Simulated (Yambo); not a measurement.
A BSE run in Yambo for K₂TiF₆ (space group P-3m1, No. 164) (LDA bands; 3×3×4 mesh, 18 valence and 13 conduction bands, static screening with 82 bands and a 3 Ry block, scissor 4.53 eV, Tamm-Dancoff; field along x) gives:

```csv
state,energy (eV),states within 2 meV,relative strength,class
1,6.00,1,< 0.01,dark
2,6.10,2,< 0.01,dark
3,6.14,1,< 0.01,dark
4,6.18,1,< 0.01,dark
5,6.20,2,< 0.01,dark
```

Axes are Cartesian, with cell vectors (Å) (5.69, 0.00, 0.00), (-2.84, 4.92, 0.00), (0.00, 0.00, 4.59).

**Question.** What changes when the window shrinks to 18 valence and 7 conduction bands?

**Answer.** The lowest state goes from 6.005 eV to 6.007 eV, and its distance below the direct gap from 3.452 eV to 3.450 eV. These are vertical excitations (zero momentum). The scissor comes from a G0W0 run whose convergence isn't established.

Geometry of the Materials Project entry, not relaxed at this level; primitive cell a = 5.6851 Å, b = 5.6851 Å, c = 4.5902 Å, α = 90.00°, β = 90.00°, γ = 120.00°.
